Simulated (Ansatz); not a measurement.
With DFT-PBEsol in the program Ansatz with PAW potentials, Mg in the cubic phase (Fd-3m; Mg on 8a, Mg on 16d) relaxes to a = 8.242 Å.

Electronic character: metallic (no gap).

An equation-of-state fit gives a bulk modulus of 35.3 GPa. The relaxed-ion elastic constants in GPa are C11 = 56.9, C12 = 24.5, C44 = 21.1. The elastic constants imply a Debye temperature near 384 K. The highest mode at Γ lies at 11.52 THz.

The start of the workflow was typed in or built on a structure type; neither database checked (COD, Materials Project) lists it. It is not the phase usual at ambient conditions (space group No. 194). The PBEsol relaxation kept the symmetry of its start; its stability against distortions is not shown here. As this level gives no gap, shear constants depend on the k-mesh and smearing (Fermi–Dirac, 0.1 eV here). As this level gives no gap, phonon frequencies hold no LO–TO term and depend on the k-mesh and smearing (Fermi–Dirac, 0.1 eV here).

Potentials: the earlier of the program's two PAW sets. The files were generated under PBE; for other functionals the program regenerates the frozen cores, and for LDA and PBEsol the local potential too.
